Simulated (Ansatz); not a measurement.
Generalised stacking fault in Ag

Method: Ansatz 0.2.0, DFT PBEsol, scalar-relativistic, plane waves, PAW. Settings: plane waves to 420 eV, k-mesh 19×19×3 (Γ-centred), Gaussian smearing 0.15 eV. No spin polarisation. Energies are free energies at this smearing, counted from the undisturbed cell; pressure is positive in compression.

The starting cell (relaxed at this level; this form isn't the usual structure):

```
Ag
1.0
    -2.87095    0.00000    0.00000
    -1.43548   -2.48632    0.00000
     0.00000    0.00000   18.67612
Ag
8
Direct
  0.33333 0.33333 0.06250
  0.33333 0.33333 0.56250
  0.66667 0.66667 0.31250
  0.66667 0.66667 0.81250
  0.00000 0.00000 0.43750
  0.00000 0.00000 0.93750
  0.00000 0.00000 0.18750
  0.00000 0.00000 0.68750
```

The cut lies on the cell's a–b face, a (0 0 1) plane (indices in the standard cell, whose axes needn't be the Cartesian ones shown) of area 7.14 Å², between layers 2.33 Å apart. Vector c is tilted by f times 1·a + 1·b (length 4.973 Å) with the atoms' Cartesian places fixed: one unrelaxed fault a cell. The cell is metallic on the mesh throughout.

Q: Over the sampled range (0.0000 to 0.5000), is the undisturbed cell the lowest point?

A: Yes, every other sampled point lies higher.

The scan:

```tsv
f	γ (mJ/m²)
0.0000	0
0.1667	137
0.3333	8
0.5000	640
```

Cost: 4 runs of about 18 core-minutes in all, on Arm Neoverse V2 (shared hosts).